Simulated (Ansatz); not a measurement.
YGe:
```xyz
4
Lattice="2.1423 -5.3654 0.0000 2.1423 5.3654 0.0000 0.0000 0.0000 3.9543" Properties=species:S:1:pos:R:3 pbc="T T T"
Y      2.1423     3.8790     2.9657
Y      2.1423    -3.8790     0.9886
Ge     2.1423     0.9087     2.9657
Ge     2.1423    -0.9087     0.9886
```

Relaxed with r²SCAN. Special points in fractions of this cell's reciprocal vectors: Γ (0.000, 0.000, 0.000); Y (-0.500, 0.500, 0.000); C0 (-0.290, 0.710, 0.000); Σ0 (0.290, 0.290, 0.000); Z (0.000, 0.000, 0.500); A0 (0.290, 0.290, 0.500); E0 (-0.290, 0.710, 0.500); T (-0.500, 0.500, 0.500); S (0.000, 0.500, 0.000); R (0.000, 0.500, 0.500).

Problem. List the band energies nearest the Fermi level at these points for r²SCAN (plane waves, PAW; program Ansatz).

Solution. In eV from the Fermi level; about four levels below and three above (degenerate sets whole), none deeper than 8.9 eV; points with the same levels are listed once.

```csv
k,below,above
Γ,-3.12 -2.19 -1.45 -1.00,0.37 0.51 1.57
Y,-1.89 -1.71 -0.87 -0.78,1.44 1.81 2.01
C0,-4.70 -2.56 -2.40 -2.26,0.30 0.88 0.99
Z,-2.18 -2.18 -1.21 -1.21,3.00 3.00 3.94 3.94
A0,-2.36 -2.36 -0.27 -0.27,2.24 2.24 4.06 4.06
T,-1.77 -1.77 -0.14 -0.14,2.06 2.06 2.49 2.49
S,-4.60 -3.26 -2.39 -2.15,0.12 1.13 1.54
R,-2.44 -2.44 -0.61 -0.61,3.28 3.28 3.58 3.58
```

Space group Cmcm. The first step of the workflow began from a Materials Project structure, measured or hypothetical; the Crystallography Open Database copy checked does not list it. Its standing as an ambient phase is unchecked. The r²SCAN relaxation kept the symmetry of its start; whether a distortion lowers the energy is not shown. The run is not spin-polarised. Spin–orbit coupling is left out wherever it is not named.

Potentials: the earlier of the program's two PAW sets.
